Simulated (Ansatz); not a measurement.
ZnCu:
```cif
data_CuZn
_chemical_formula_sum 'Zn1 Cu1'
_space_group_name_H-M_alt 'P 1'
_space_group_IT_number 1
_cell_length_a 2.86921
_cell_length_b 2.86921
_cell_length_c 2.86921
_cell_angle_alpha 90.000
_cell_angle_beta 90.000
_cell_angle_gamma 90.000
loop_
_space_group_symop_operation_xyz
  'x, y, z'
loop_
_atom_site_label
_atom_site_type_symbol
_atom_site_fract_x
_atom_site_fract_y
_atom_site_fract_z
_atom_site_occupancy
Zn1 Zn 0.50000 0.50000 0.50000 1
Cu1 Cu 0.00000 0.00000 0.00000 1
```

Relaxed with LDA.

Task: Decompose the optical modes at the zone centre into irreducible representations, and say which are infrared and Raman allowed.

Result: Point group m-3m: Γ_opt = T1u. Infrared: T1u. Raman: none.

Task: Assign frequencies (DFPT, LDA in the plane-wave PAW code Ansatz).

Result: T1u 218 cm⁻¹.

Space group Pm-3m (CsCl type). The LDA relaxation kept the symmetry of its start. No spin polarisation was allowed. As this level gives no gap, phonon frequencies hold no LO–TO term and depend on the k-mesh and smearing (Fermi–Dirac, 0.1 eV here).

Potentials: the earlier of the program's two PAW sets. The files were generated under PBE; for other functionals the program regenerates the frozen cores, and for LDA and PBEsol the local potential too.
